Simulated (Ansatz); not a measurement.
**Mn$_{3}$IrN: pressure against volume**

Mn$_{3}$IrN, Pm-3m, a = 3.931 Å. The structure is a COD entry; whether it is the stable form wasn't checked. Ansatz: r2SCAN, PAW, 500 eV, Γ-centred 10×10×10 mesh on 5 atoms, Gaussian smearing 0.10 eV; collinear spin, largest moment 3.0 μB. Symmetry fixes shape and atoms, so the cell is only scaled; pressure is positive in compression.

```
V (Å³/atom) P (GPa)
     11.422    12.99
     11.786     6.02
     12.151     0.04
     12.515    -4.47
     12.880        ?
```

Question: Take V0 = 12.151 Å³/atom, count pressures from its P0 = 0.04 GPa, fit the third-order Birch–Murnaghan form to the other rows, and predict the missing pressure.

Answer: With the Eulerian strain f = ½[(V0/V)^(2/3) − 1] and y = (P − P0)/[3f(1 + 2f)^(5/2)], the form is the line y = B0 + 1.5 B0 (B0′ − 4) f. Rows (f, y): 0.02105, 185.0; 0.01027, 184.5; -0.00974, 162.1. Means f = 0.007193, y = 177.20; Σ(Δf)² = 0.0004882, ΣΔfΔy = 0.3862; the slope is their ratio. y = 171.5 + 791.1 f GPa, so B0 = 171.5 GPa and B0′ = 4 + 2 × (791.1)/(3 × 171.5) = 7.08. At V = 12.880, f = -0.01905, y = 156.43 and P = -8.07 GPa. The run gave -6.80 GPa, so the fit is 1.27 GPa too low, 6.4 % of the span of the series, against an rms of 0.16 GPa on the fitted rows. The row lies outside the fitted range. The records show no cause, and too few rows are left to test a further term.

The state reached may not be the lowest one. The program reads another magnetic order as possibly lower. Moments started parallel, and an antiferromagnetic order may lie lower. Spin–orbit coupling is left out, which can shift energies with elements as heavy as these.